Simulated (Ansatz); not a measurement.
Input file for Ansatz (a quantum-chemistry and plane-wave program):

Ansatz 0.2 input:
```yaml
crystal:
  lattice:
    - [3.8324727283, 0.0, 0.0]
    - [-1.9162363642, 3.319018742, 0.0]
    - [0.0, 0.0, 6.3411890309]
  atoms:
    - { symbol: Si, position: [0.3333333333, 0.6666666667, 0.0630569341] }
    - { symbol: Si, position: [0.6666666667, 0.3333333333, 0.9369430659] }
    - { symbol: Si, position: [0.6666666667, 0.3333333333, 0.5630569341] }
    - { symbol: Si, position: [0.3333333333, 0.6666666667, 0.4369430659] }
kpoints:
  mp_grid: { grid: [9, 9, 4] }
hamiltonian:
  xc: r2scan
  pseudopotentials: { kind: paw }
scf:
  occupations: { method: fixed }
phonons:
  method: dfpt
  response_accuracy: low
  qmesh: [3, 3, 2]
  interpolated_qmesh: [16, 16, 9]
  dielectric: true
  rigid_motions: translations
  temperatures: { t_max: 1000, t_step: 50 }
  qpath:
    path:
      - [[0.0, 0.0, 0.0], [0.5, 0.0, 0.0], [0.3333333333, 0.3333333333, 0.0], [0.0, 0.0, 0.0], [0.0, 0.0, 0.5], [0.5, 0.0, 0.5], [0.3333333333, 0.3333333333, 0.5], [0.0, 0.0, 0.5]]  # Γ-M-K-Γ-A-L-H-A
      - [[0.5, 0.0, 0.5], [0.5, 0.0, 0.0]]  # L-M
      - [[0.3333333333, 0.3333333333, 0.5], [0.3333333333, 0.3333333333, 0.0]]  # H-K
    npoints: 9
```

Output (shortened):

```
Pseudopotential: Si, paw, valence charge 4
Functional definition: r2SCAN
Crystal: 4 atoms, lattice volume = 80.660 Å³
Basis set: ecut = 500 eV, 2033 PW (Γ), exchange–correlation on 150×150×240 points (125 copies of the dense FFT grid, shifted against one another)
Bands: 12, of which v1, the nominal top of the filled ones, is band 8 counted from 1 (7 counted from 0)
Symmetry: 24 space group operations
k-points: 95 of 324 (irreducible under 2 space group operations, time reversal used)
SCF iter   1: F=—  HF=-2556.183107 eV  |F-HF|=—  |Δ(HF+E_count)|=         —  Δρ=3.57e-3  dr2=7.84e-3  dr2_τ=2.44e-2  ethr=1.77e-3  ⟨swp⟩=4.8  Hψ=6818  notcnv=0  defer=163
preconditioner: auto → none
SCF iter   2: F=—  HF=-2556.214394 eV  |F-HF|=—  |Δ(HF+E_count)|=   3.13e-2  Δρ=2.02e-3  dr2=2.26e-3  dr2_τ=1.10e-5  ethr=4.90e-5  ⟨swp⟩=2.0  Hψ=2847  notcnv=0  defer=187
SCF iter   3: F=—  HF=-2556.214296 eV  |F-HF|=—  |Δ(HF+E_count)|=   9.75e-5  Δρ=2.02e-4  dr2=2.62e-5  dr2_τ=1.17e-6  ethr=1.41e-5  ⟨swp⟩=3.0  Hψ=1794  notcnv=0  defer=187
SCF iter   4: F=—  HF=-2556.214308 eV  |F-HF|=—  |Δ(HF+E_count)|=   1.20e-5  Δρ=3.65e-5  dr2=3.93e-7  dr2_τ=1.17e-8  ethr=1.64e-7  ⟨swp⟩=2.2  Hψ=1855  notcnv=0  defer=140
SCF iter   5: F=—  HF=-2556.214308 eV  |F-HF|=—  |Δ(HF+E_count)|=   3.07e-9  Δρ=1.09e-5  dr2=3.40e-8  dr2_τ=9.35e-10  ethr=2.46e-9  ⟨swp⟩=2.0  Hψ=1898  notcnv=0  defer=6
SCF iter   6: F=—  HF=-2556.214308 eV  |F-HF|=—  |Δ(HF+E_count)|=   9.22e-8  Δρ=1.44e-6  dr2=9.38e-10  dr2_τ=1.65e-11  ethr=2.12e-10  ⟨swp⟩=2.0  Hψ=1900  notcnv=0  defer=6
SCF iter   7: F=-2556.214308 eV  HF=-2556.214308 eV  |F-HF|=2.73e-12  |Δ(HF+E_count)|=   1.04e-9  Δρ=4.47e-8  dr2=1.35e-12  dr2_τ=1.58e-14  ethr=1.00e-12  ⟨swp⟩=9.0  Hψ=8213  notcnv=0
SCF 1 converged in 7 iterations: F = -2556.214308 eV  dr2 = 1.35e-12
NSCF: frozen V_eff on 4 k-points
DFPT response loops at Γ: preconditioner auto → Resta (q_TF=auto, 2.084 Å⁻¹)  ε∞=9.6 (no band partly filled) …
── the response to a field inside a basis, on 12×12×6 k-points: an SCF that follows is theirs, and a resumed run solves both again ──
Crystal: 4 atoms, lattice volume = 80.660 Å³
Bands: 9, of which v1, the nominal top of the filled ones, is band 8 counted from 1 (7 counted from 0)
k-points: 126 of 864 (irreducible under 8 space group operations)
SCF iter   1: F=—  HF=-2556.209856 eV  |F-HF|=—  |Δ(HF+E_count)|=         —  Δρ=6.05e-5  dr2=1.74e-6  dr2_τ=1.27e-7  ethr=1.00e-1
preconditioner: auto → none
SCF iter   2: F=—  HF=-2556.209857 eV  |F-HF|=—  |Δ(HF+E_count)|=   1.48e-6  Δρ=3.16e-5  dr2=4.69e-7  dr2_τ=7.04e-9  ethr=1.09e-8
SCF iter   3: F=-2556.209858 eV  HF=-2556.209858 eV  |F-HF|=1.61e-10  |Δ(HF+E_count)|=   4.13e-7  Δρ=7.29e-7  dr2=6.12e-10  dr2_τ=7.65e-12  ethr=2.93e-9
SCF 1 converged in 3 iterations: F = -2556.209858 eV  dr2 = 6.12e-10
DFPT response loops at Γ: preconditioner auto → Resta (q_TF=auto, 2.084 Å⁻¹)  ε∞=9.0 (no band partly filled) …
WARN: field response: ε∞ stands inside a basis, on 12×12×6 points …
NSCF: frozen V_eff on 36 k-points
NSCF: frozen V_eff on 190 k-points
DFPT response loops at q = (0, 0, -0.5) (fractional): preconditioner auto → Resta (q_TF=auto, 2.084 Å⁻¹)  ε∞=9.6 (no band partly filled) …
NSCF: frozen V_eff on 360 k-points
DFPT response loops at q = (0, 0.3333333333333333, 0) (fractional): mixed as the last ones told, above
NSCF: frozen V_eff on 360 k-points
DFPT response loops at q = (0, 0.3333333333333333, -0.5) (fractional): mixed as the last ones told, above
NSCF: frozen V_eff on 342 k-points
DFPT response loops at q = (0.3333333333333333, 0.3333333333333333, 0) (fractional): mixed as the last ones told, above
NSCF: frozen V_eff on 342 k-points
DFPT response loops at q = (0.3333333333333333, 0.3333333333333333, -0.5) (fractional): mixed as the last ones told, above
SCF converged after 7 iterations
Free energy (F): -2556.214308 eV
Harris-Foulkes:  -2556.214308 eV  (|F-HF|=2.73e-12)
Internal energy: -2556.214308 eV  (E = F + TS)
E sigma→0 (E₀):  -2556.214308 eV
Fermi energy:    6.349144 eV
--- Per-component energies (eV) ---
  E_band       = 12.893193
  E_kinetic    = 161.648982
  E_local      = -108.654694  (includes V_loc(G=0)·N_el)
  E_nonlocal   = 99.952647
  E_hartree    = 30.551995
  E_xc         = -206.015066
  E_vxc        = -198.970183  (∫ρ·V_xc dr)
  E_paw        = -2078.027812  (= ΣΔE_a)
  E_vpaw       = -9.974133  (= ΣTr[D̂ρ^β])
  E_aug_tail   = 0.000017  (compensation charges beyond the density's cutoff)
  E_vtau       = 7.786561  (kinetic-family band-sum trace: ∫τ·v_τ [+ j·A + Jᵃ·Aᵃ] dr)
  E_ewald      = -455.364647
  E_core_change = -0.305732  (= ΣΔE_core)
  E_smearing   =  0.000000  (= −TS)
  E_closure    = 0.000000  (closes the sum)
  Σ components = -2556.214308   (vs F -2556.214308, Δ=0.00e0)
  [band-id]    e_kinetic+e_local+e_nonlocal+2·e_hartree+e_vxc+e_vpaw+e_augmentation_tail+e_vtau = 12.893188   (vs E_band 12.893193, Δ=-4.58e-6)
--- Band table (eV; the first three rows and the last of 95) ---
  k-point 0: bands = ["-6.4195", "-4.0281", "-1.1777", "4.7435", "4.7435", "5.9728", "6.3491", "6.3491", "7.7100", "8.5075", "8.5075", "8.8855"]
  k-point 1: bands = ["-6.2083", "-4.6745", "-0.1339", "4.3439", "4.9080", "4.9080", "5.9903", "5.9903", "7.9142", "8.8384", "8.8384", "9.1593"]
  k-point 2: bands = ["-5.5930", "-5.5930", "1.9469", "1.9469", "5.3696", "5.3696", "5.3696", "5.3696", "8.4847", "8.4847", "9.5396", "9.5396"]
  k-point 94: bands = ["-3.9100", "-3.9100", "-0.1442", "-0.1442", "2.6635", "2.6635", "3.7755", "3.7755", "8.6515", "8.6515", "10.7586", "10.7586"]
--- Phonons (Γ-DFPT): 2 representative perturbations + reference, on 95 of 324 k-points (Σ response iterations 11) ---
  ASR residual: 1.421e-4 → 0.000e0 eV/Å²; symmetrization residual: 2.426e-6 eV/Å²
  ASR residual per site (eV/Å²): 1.42e-4 1.42e-4 1.42e-4 1.42e-4
  Γ frequencies (cm⁻¹): 0.00 0.00 0.00 109.29 109.29 384.78 416.05 494.17 494.17 512.74 512.74 513.58
  ε∞ (high-frequency dielectric tensor):
       11.409560     0.000000     0.000000
        0.000000    11.409560     0.000000
        0.000000     0.000000    12.335155
  ε⁰ (static dielectric tensor: ions relaxed, cell fixed):
       11.409560     0.000000     0.000000
        0.000000    11.409560     0.000000
        0.000000     0.000000    12.335155
  ε⁰ − ε∞ (ionic part):
        0.000000     0.000000     0.000000
        0.000000     0.000000     0.000000
        0.000000     0.000000     0.000000
  softest optical mode at Γ: 109.29 cm⁻¹; the repairs (sum rule, projections) moved no ω² at Γ by more than (1.29 cm⁻¹)²
  Born effective charges Z* (e; rows j = field, columns β = displacement):
    site 0:
         0.00000    0.00000    0.00000
         0.00000    0.00000    0.00000
         0.00000    0.00000    0.00000
    site 1:
         0.00000    0.00000    0.00000
         0.00000    0.00000    0.00000
         0.00000    0.00000    0.00000
    site 2:
         0.00000    0.00000    0.00000
         0.00000    0.00000    0.00000
         0.00000    0.00000    0.00000
    site 3:
         0.00000    0.00000    0.00000
         0.00000    0.00000    0.00000
         0.00000    0.00000    0.00000
  Z* charge neutrality: 8.518e-3 e pre-enforcement
  solved inside a basis spanned on kpoints, on 12×12×6 k-points, its susceptibility summed on 14×14×8: ε∞ is read to err by 5.5e-2, Z* by 7.2e-3 e (field_mesh …
  optical modes at Γ without the LO–TO term, one row a degenerate level:
      ω (cm⁻¹)  modes    IR ((D/Å)²/amu)
        109.29      2             0.0000
        384.78      1             0.0000
        416.05      1             0.0000
        494.17      2             0.0000
        512.74      2             0.0000
        513.58      1             0.0000
  optical modes at Γ + LO–TO along q̂ = [1.0000, 0.0000, 0.0000]:
      ω (cm⁻¹)  modes    IR ((D/Å)²/amu)
        109.29      2             0.0000
        384.78      1             0.0000
        416.05      1             0.0000
        494.17      2             0.0000
        512.74      2             0.0000
        513.58      1             0.0000
  optical modes at Γ + LO–TO along q̂ = [0.0000, 1.0000, 0.0000]:
      ω (cm⁻¹)  modes    IR ((D/Å)²/amu)
        109.29      2             0.0000
        384.78      1             0.0000
        416.05      1             0.0000
        494.17      2             0.0000
        512.74      2             0.0000
        513.58      1             0.0000
  optical modes at Γ + LO–TO along q̂ = [0.0000, 0.0000, 1.0000]:
      ω (cm⁻¹)  modes    IR ((D/Å)²/amu)
        109.29      2             0.0000
        384.78      1             0.0000
        416.05      1             0.0000
        494.17      2             0.0000
        512.74      2             0.0000
        513.58      1             0.0000
  non-analytic LO–TO correction: in the Γ rows by direction alone, where the run has any; polar crystals …
--- Phonons (arbitrary-q DFPT): 6 irreducible q on the 3×3×2 mesh ---
  q = [0.0000, 0.0000, 0.0000] (star 1, of the zone-centre solve; hermiticity 1.61e-7, symmetrization 8.97e-8):  0.00 0.00 0.00 109.29 109.29 384.78 416.05 494.17 494.17 512.74 512.74 513.58
  q = [0.0000, 0.0000, -0.5000] (star 1, 2 solved perturbations in 138 linear systems a pass and spin channel, the states on 95 of 324 k-point pairs; hermiticity 9.58e-7, symmetrization 1.94e-10): 94.45 94.45 94.45 94.45 240.53 240.53 485.53 485.53 500.14 500.14 500.14 500.14
  q = [0.0000, 0.3333, 0.0000] (star 6, 3 solved perturbations on 180 of 324 k-point pairs; hermiticity 8.81e-7, symmetrization 1.90e-11): 109.67 143.37 146.25 227.05 258.82 357.18 377.76 465.52 469.80 472.75 489.36 497.95
  q = [0.0000, 0.3333, -0.5000] (star 6, 3 solved perturbations on 180 of 324 k-point pairs; hermiticity 7.13e-7, symmetrization 1.78e-11): 139.48 139.48 163.21 163.21 317.42 317.42 445.44 445.44 472.79 472.79 481.64 481.64
  q = [0.3333, 0.3333, 0.0000] (star 2, 2 solved perturbations in 238 linear systems a pass and spin channel, the states on 171 of 324 k-point pairs; hermiticity 8.41e-7, symmetrization 1.22e-7): 202.35 202.35 205.30 227.80 307.98 307.98 384.74 384.74 465.62 469.49 469.49 494.59
  q = [0.3333, 0.3333, -0.5000] (star 2, 2 solved perturbations in 238 linear systems a pass and spin channel, the states on 171 of 324 k-point pairs; hermiticity 6.56e-7, symmetrization 1.38e-7): 145.66 145.66 222.95 222.95 366.68 366.68 384.20 384.20 463.24 …
  sum rule: each row above includes the acoustic sum rule's correction from the zone centre's row sums; it moved no ω² by more than (1.17 cm⁻¹)²
  mesh force constants: q→R imaginary residual 1.15e-16; ASR residual 1.421e-4 → 0.000e0 eV/Å²; symmetrization residual 1.776e-14 eV/Å²
  interpolated dispersion: 84 rows × 12 modes
  density of states and harmonic sums: on the 16×16×9 q-mesh, interpolated from the force constants of a 3×3×2 supercell (no non-analytic term)
  largest difference from the sums on the solved wave vectors: F 2.76e-2 eV, S 4.18e-5 and C_V 1.42e-5 eV/K
  zero-point energy: 0.249464 eV/cell   skipped modes (ω ≤ 0): 3   left out of the sums: 1.09e-4 of the cell's modes …
```

Cost: around 14 core-minutes (rough) on shared cores.

Space group P6_3/mmc. The first step of the workflow began from a Materials Project structure, measured or hypothetical; the Crystallography Open Database copy checked does not list it. It is not the phase usual at ambient conditions (space group No. 227). The r²SCAN relaxation kept the symmetry of its start.

Potentials: the later of the program's two PAW sets.

Ansatz is a plane-wave DFT program.
